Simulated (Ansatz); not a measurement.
Relaxed-ion elastic tensor of CsPH$_{2}$O$_{4}$ in space group P2_1 (No. 4; Pearson symbol mP16) in GPa (Voigt order), PBEsol in the plane-wave PAW code Ansatz; density 3.28 g/cm³, 14.53 Å³ per atom.

|  | 1 | 2 | 3 | 4 | 5 | 6 |
|---|---|---|---|---|---|---|
| 1 | 103 | 9.8 | 11.3 | 0.0 | -3.0 | 0.0 |
| 2 | 9.8 | 30.8 | 14.9 | 0.0 | 0.0 | 0.0 |
| 3 | 11.3 | 14.9 | 30.5 | 0.0 | -2.3 | 0.0 |
| 4 | 0.0 | 0.0 | 0.0 | 9.6 | 0.0 | 1.7 |
| 5 | -3.0 | 0.0 | -2.3 | 0.0 | 5.5 | 0.0 |
| 6 | 0.0 | 0.0 | 0.0 | 1.7 | 0.0 | 6.3 |

### Question
Is the crystal mechanically stable?

### Answer
Yes: the smallest eigenvalue of C is 5.2 GPa.

### Question
Work out the Voigt, Reuss and Hill averages.

### Answer
K_V = 26.3, K_R = 21.0, K_H = 23.7; G_V = 12.9, G_R = 7.9, G_H = 10.4 GPa.

### Question
Give Young's modulus, Poisson's ratio, Pugh's ratio and the universal anisotropy index.

### Answer
E = 9KG/(3K + G) = 27.2 GPa; ν = 0.31; K/G = 2.28 (ductile by the Pugh limit of 1.75); A_U = 5G_V/G_R + K_V/K_R − 6 = 3.40.

### Question
Estimate the sound speeds and the Debye temperature.

### Answer
v_l = √((K + 4G/3)/ρ) = 3380 m/s, v_t = √(G/ρ) = 1780 m/s, mean 1990 m/s; Θ = (h/k)(3n/4πV)^(1/3) v_m = 243 K.

### Question
Solve the Christoffel equation for the three sound speeds along x, y, z.

### Answer
Eigenvalues of C_ijkl n_j n_l equal ρv² (piezoelectric stiffening left out). In km/s, slowest first: x 1.29, 1.38, 5.62; y 1.30, 1.77, 3.06; z 1.28, 1.71, 3.06.

### Question
How much does each axis shrink under pressure?

### Answer
Linear compressibilities β_i = Σ_j S_ij (j = 1 to 3): x 5.7, y 20, z 22 per TPa.

The workflow started from a Materials Project entry (that database holds measured and hypothetical structures alike); the Crystallography Open Database files this formula in space group No. 4, but the cells were not matched. Whether it is the stable phase at ambient conditions was not checked. The PBEsol relaxation kept the symmetry of its start; of distortions, only those at the zone centre were tested. Scalar-relativistic: spin–orbit coupling is off unless named, which matters more the heavier the elements.

Potentials: the later of the program's two PAW sets.
